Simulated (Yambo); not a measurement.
Yambo run on CsCdF3 (cubic perovskite, space group Pm-3m, No. 221). The wavefunctions are PBEsol (Quantum ESPRESSO, PseudoDojo norm-conserving, 102 Ry, with spin-orbit coupling) ones on a 2×2×2 mesh (50 occupied bands); a = 4.487 Å, b = 4.487 Å, c = 4.487 Å, α = 90.00°, β = 90.00°, γ = 90.00°.

Yambo input:

```
rim_cut
gw0
dyson
el_el_corr
HF_and_locXC
ppa
em1d
RandQpts= 1000000
RandGvec= 1 Ry
EXXRLvcs= 102 Ry
VXCRLvcs= 408 Ry
Chimod= "HARTREE"
% BndsRnXp
 9 | 278 |
%
NGsBlkXp= 3 Ry
% LongDrXp
 1.0 | 1.0 | 1.0 |
%
PPAPntXp= 27.2114 eV
% GbndRnge
 1 | 278 |
%
GTermKind= "BG"
DysSolver= "n"
ExtendOut
% QPkrange
 1 | 1 | 50 | 51 |
 4 | 4 | 50 | 50 |
%
```

k points by index: 1 = Γ, 4 = R.

Table of the .qp output:

```
#    K-point    Band    Eo [eV]    E [eV]    E-Eo [eV]    Vxc [eV]    Vnlxc [eV]    Sc|Eo [eV]    Sc|E [eV]    dSc/dw|Eo [eV]    Re(Z)    Im(Z)
#
    1    50    -1.016814    -3.045700    -2.028885    -21.37350    -28.67934    4.792269    5.276951    -6.500012    0.807184    -0.001313
    1    51    3.219558    4.507336    1.287778    -12.31273    -7.358873    -3.472324    -3.666080    -4.093915    0.869225    -0.776594E-3
    4    50    0.000000    -1.844650    -1.844650    -25.27485    -31.92889    4.413899    4.809397    -5.833809    0.823458    -0.001071
```
(The two width columns are left out.) Convergence of these settings isn't established.

Geometry of the Materials Project entry, not relaxed at this level.

The structure is a Materials Project entry; no match was found in the copy of COD used, and its stability was not checked.
